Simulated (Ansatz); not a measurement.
An Ansatz (a program for electronic structure) input:

Ansatz 0.2 input:
```yaml
crystal:
  lattice:
    - [3.8796045671, 0.0, 0.0]
    - [-1.9398022835, 3.3598361117, 0.0]
    - [0.0, 0.0, 6.5987357807]
  atoms:
    - { symbol: Hf, position: [0.0, 0.0, 0.9816236181] }
    - { symbol: Te, position: [0.6666666667, 0.3333333333, 0.2576285305] }
    - { symbol: Se, position: [0.3333333333, 0.6666666667, 0.7607578514] }
kpoints:
  mp_grid: { grid: [7, 7, 4] }
  band_path:
    path:
      - [[0.0, 0.0, 0.0], [0.5, 0.0, 0.0], [0.3333333333, 0.3333333333, 0.0], [0.0, 0.0, 0.0], [0.0, 0.0, 0.5], [0.5, 0.0, 0.5], [0.3333333333, 0.3333333333, 0.5], [0.0, 0.0, 0.5]]  # Γ-M-K-Γ-A-L-H-A
      - [[0.5, 0.0, 0.5], [0.5, 0.0, 0.0]]  # L-M
      - [[0.3333333333, 0.3333333333, 0.5], [0.3333333333, 0.3333333333, 0.0]]  # H-K
    npoints: 8
hamiltonian:
  xc: r2scan
  dispersion: d4
  pseudopotentials: { kind: paw }
magnetization: { noncollinear: true, spin_orbit: true }
scf:
  n_extra_bands: 12
  convergence: { dr2_threshold: 0.0000000001 }
  occupations: { method: gaussian, width: 0.05 }
output: { eigenvalues: true }
```

### Question
How many symmetry operations and irreducible k-points will the run report?

### Answer
6 operations, 28 of 196 k-points.

### Question
With a cutoff of 500 eV, how many plane waves at Γ?

### Answer
2167.

It took roughly 4 core-minutes on shared server cores.

Space group P3m1. The workflow started from a Materials Project entry (that database holds measured and hypothetical structures alike); the Crystallography Open Database copy checked does not list it. Whether it is the stable phase at ambient conditions was not checked. The cell was relaxed with r²SCAN+D4 under the symmetry of its start; whether a distortion lowers the energy is not shown. No spin polarisation was allowed.

Potentials: the later of the program's two PAW sets.

Ansatz is a plane-wave DFT program.
